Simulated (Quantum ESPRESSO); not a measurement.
# Kohn-Sham bands of IrO₂ (rutile)

```yaml
crystal:
  lattice:
    - [4.50531, 0.00000, 0.00000]
    - [0.00000, 4.50531, 0.00000]
    - [0.00000, 0.00000, 3.17671]
  atoms:
    - { symbol: Ir, position: [0.50000, 0.50000, 0.50000] }
    - { symbol: Ir, position: [0.00000, 0.00000, 0.00000] }
    - { symbol: O, position: [0.69134, 0.69134, 0.00000] }
    - { symbol: O, position: [0.30866, 0.30866, 0.00000] }
    - { symbol: O, position: [0.80866, 0.19134, 0.50000] }
    - { symbol: O, position: [0.19134, 0.80866, 0.50000] }
```

Structure: Materials Project mp-2723, symmetrised, not relaxed again. COD (Crystallography Open Database) has an entry of this formula and space group (matched by these alone). Level: PBEsol, no spin polarisation, no spin-orbit coupling; pw.x of Quantum ESPRESSO at 68 Ry with PseudoDojo potentials, 6×6×8 k-points, Wannier90. Density: 8×8×10 mesh, cold smearing 0.01 Ry. Spin-orbit coupling is left out although heavy elements are present.

**Question.** List the Kohn-Sham levels between −8 and 3.0 eV relative to the Fermi level at the high-symmetry points, as a band run of pw.x on that density gives them (levels within 2 meV counted together).

**Answer.** 
```tsv
point	k (reciprocal lattice)	levels (eV)
Γ	0.000 0.000 0.000	-7.87, -5.23, -4.92 (×2), -3.66, -2.95 (×2), -2.58, -2.42 (×2), -2.33, -2.30, -2.19, 0.72, 1.24
X	0.000 0.500 0.000	-7.89 (×2), -6.74 (×2), -6.17 (×2), -5.26 (×2), -3.15 (×2), -1.63 (×2), -1.30 (×2), -0.30 (×2)
M	0.500 0.500 0.000	-5.25 (×2), -5.23 (×2), -4.40 (×2), -3.63 (×2), -2.48 (×2), -2.38 (×2), 0.20 (×2), 2.44 (×2)
Z	0.000 0.000 0.500	-7.36 (×2), -7.00 (×2), -5.74 (×2), -5.52 (×2), -4.01 (×2), -1.91 (×2), -0.68 (×2), 0.26 (×2), 2.18 (×2), 2.71 (×2)
R	0.000 0.500 0.500	-7.85 (×2), -6.21 (×2), -5.46 (×2), -5.16 (×2), -3.37 (×2), -2.75 (×2), -1.77 (×2), 0.54 (×2), 1.07 (×2)
A	0.500 0.500 0.500	-7.87 (×2), -7.44 (×2), -5.71 (×2), -4.31 (×2), -3.27 (×2), -1.81 (×2), -1.22 (×2), -0.48 (×2), 2.14 (×2)
```
